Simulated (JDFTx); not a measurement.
Mg(1 1 -2 1) slab cut from bulk Mg (space group P6_3/mmc, indices of the conventional cell, lattice of the Materials Project entry mp-153, not re-optimised): 12 atoms in 12 planes, a 1x1 cell of 29.56 Å² (|a| = 5.494, |b| = 6.041 Å), 8.2 Å between the outermost planes, cell height 24.3 Å, 4×4×1 k mesh, Fermi smearing 0.01 Ha, no spin polarisation.

Computed with a modified build of JDFTx: PBE, GBRV ultrasoft potentials, plane waves to 20/100 Ha. Liquid: CANDLE, acetonitrile, 1 M NaF. The neutral cell holds 120 valence electrons and has two faces of 29.560 Å² each. Last filling lines of the neutral and of a charged run (μ in hartree, zero in the bulk liquid):

```
FillingsUpdate:  mu: -0.112557646  nElectrons: 120.000000
FillingsUpdate:  mu: -0.133768000  nElectrons: 119.383367
```

A calculation by hand: both potentials, by the convention U = −μ/e − 4.44 V vs SHE, the surface charge density and the mean capacitance.

U_pzc = 0.11256 × 27.2114 − 4.44 = -1.38 V; U = 0.13377 × 27.2114 − 4.44 = -0.80 V. The cell has -0.6166 excess electrons, a net charge of 0.6166 e, shared by two faces: σ = 0.6166 e / (2 × 29.560 Å²) = 0.01043 e/Å² = 16.7 μC/cm² (1 e/Å² = 1602.18 μC/cm²). C = σ/(U − U_pzc) = 16.7/0.58 ≈ 29 μF/cm². In this non-aqueous liquid the SHE scale is nominal.
